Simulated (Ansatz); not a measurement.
# Zr, first-principles data

Zr:
```xyz
2
Lattice="0.0000 3.0695 3.0695 3.0695 0.0000 3.0695 3.0695 3.0695 0.0000" Properties=species:S:1:pos:R:3 pbc="T T T"
Zr     0.0000     0.0000     0.0000
Zr     1.5347     1.5347     1.5347
```

Space group Fd-3m (No. 227), diamond; conventional cell a = 6.1389 Å, b = 6.1389 Å, c = 6.1389 Å, α = 90.00°, β = 90.00°, γ = 90.00°.

Method: plane-wave PAW PBEsol (Ansatz code). Geometry: relaxed at this level of theory. Other levels are named where they apply.

Cell and energy:

- Volume per atom = 28.92 Å³
- Density = 5.24 g/cm³

Electronic structure:

* **Electronic character**: metallic (no gap)
* **Density of states at the Fermi level**: 2.4 states/eV per atom (mean over ±0.08 eV)

Mechanics:

- Bulk modulus (Birch–Murnaghan fit): 39.7 GPa
- Pressure derivative B′: 2.7

The start of the workflow was typed in or built on a structure type; neither database checked (COD, Materials Project) lists it. It is not the phase usual at ambient conditions (space group No. 194). The cell was relaxed with PBEsol under the symmetry of its start; its stability against distortions is not shown here. The run is not spin-polarised. The volume moved by -22 % from the start of the relaxation. Spin–orbit coupling is left out wherever it is not named.

Potentials: the earlier of the program's two PAW sets. The files were generated under PBE; for other functionals the program regenerates the frozen cores, and for LDA and PBEsol the local potential too.
